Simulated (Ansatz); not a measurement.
With DFT-r²SCAN in the program Ansatz with PAW potentials, LaAlHO2 in the tetragonal phase (P4/mmm; La on 1d, Al on 1a, O on 2f, H on 1b) relaxes to a = 3.774 Å, c = 3.895 Å. La has 12 nearest neighbours from 2.67 Å (cuboctahedral); Al has 6 nearest neighbours from 1.89 Å (octahedral). Its formation energy from the elements is -2.21 eV/atom, with no fitted shifts.

Electronic character: metallic (no gap). Gap from r²SCAN with spin–orbit coupling: none (metallic).

An equation-of-state fit gives a bulk modulus of 138 GPa. Bader charges are La +1.69, Al +2.49, O -1.65, H -0.89 e.

The start of the workflow was typed in or built on a structure type; neither database checked (COD, Materials Project) lists it. Whether it is the stable phase at ambient conditions was not checked. The cell was relaxed with r²SCAN under the symmetry of its start; its stability against distortions is not shown here. With an odd number of electrons in the cell and no spin polarisation, the count alone makes it a metal. The references are the lowest solids computed at this level, not always the standard phases (solids in place of the gases). Scalar-relativistic: spin–orbit coupling is off unless named, which matters more the heavier the elements.

Potentials: the earlier of the program's two PAW sets.
